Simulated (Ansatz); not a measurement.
Nb₂AlB₂:
```xyz
5
Lattice="3.1167 0.0000 0.0000 -1.5584 2.6992 0.0000 0.0000 0.0000 7.5973" Properties=species:S:1:pos:R:3 pbc="T T T"
Nb     0.0000     1.7995     5.3693
Nb     0.0000     1.7995     2.2280
Al     0.0000     0.0000     0.0000
B      0.0000     0.0000     3.7987
B      1.5584     0.8997     3.7987
```

This is the PBE-relaxed structure.

**Question.** All from PBE in the plane-wave PAW code Ansatz, unless another level is named. Give the electronic character.

**Answer.** metallic (no gap).

**Question.** What about the density of states at the Fermi level?

**Answer.** 0.36 states/eV per atom (mean over ±0.08 eV).

**Question.** Give the formation energy from the elements (no fitted shifts).

**Answer.** -0.64 eV/atom.

Space group P-6m2. The start of the workflow was typed in or built on a structure type; neither database checked (COD, Materials Project) lists it. Its standing as an ambient phase is unchecked. The cell was relaxed with PBE under the symmetry of its start; whether a distortion lowers the energy is not shown. The run is not spin-polarised. The references are the lowest solids computed at this level, not always the standard phases. Scalar-relativistic: spin–orbit coupling is off unless named, which matters more the heavier the elements.

Potentials: the earlier of the program's two PAW sets.
